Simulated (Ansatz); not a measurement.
MoPt3:
Space group Pmm2 (No. 25); a = 2.757 Å, b = 4.503 Å, c = 4.830 Å, α = β = γ = 90.00°

| atom | site | symmetry | x | y | z |
|---|---|---|---|---|---|
| Mo | 1a | mm2 | 0.0000 | 0.0000 | 0.1585 |
| Pt | 1d | mm2 | 0.5000 | 0.5000 | 0.3385 |
| Pt | 1c | mm2 | 0.5000 | 0.0000 | 0.6569 |
| Pt | 1b | mm2 | 0.0000 | 0.5000 | 0.8461 |

Relaxed at zero pressure with PBEsol (plane waves, PAW; program Ansatz).

Question: The volume is raised by 6 % and shape and atoms relax at that volume. What pressure results, and how do the axes share the change?

Answer: -14.8 GPa; a 2.1 %, b 1.8 %, c 2.0 %; the energy rises by 44 meV/atom.

Question: Give the new structure.

Answer: 
Space group Pmm2 (No. 25); a = 2.8138 Å, b = 4.5845 Å, c = 4.9268 Å, α = 90.00°, β = 90.00°, γ = 90.00°

| atom | site | symmetry | x | y | z |
|---|---|---|---|---|---|
| Mo | 1a | mm2 | 0.0000 | 0.0000 | 0.1578 |
| Pt | 1d | mm2 | 0.5000 | 0.5000 | 0.3383 |
| Pt | 1c | mm2 | 0.5000 | 0.0000 | 0.6558 |
| Pt | 1b | mm2 | 0.0000 | 0.5000 | 0.8482 |

The phase is kept; no other phase was compared at this pressure.

The first step of the workflow began from a Materials Project structure, measured or hypothetical; the Crystallography Open Database copy checked does not list it. With Mo and Pt taken as one species the cell has the higher symmetry P6_3/mmc, so it may be an ordered model of a mixed-site phase. Its standing as an ambient phase is unchecked. The cell was relaxed with PBEsol under the symmetry of its start; whether a distortion lowers the energy is not shown. The run is not spin-polarised. Axis ratios of metals converge slowly with the k-mesh, so a and c are less sure than the volume. Scalar-relativistic: spin–orbit coupling is off unless named, which matters more the heavier the elements.

Potentials: the later of the program's two PAW sets.
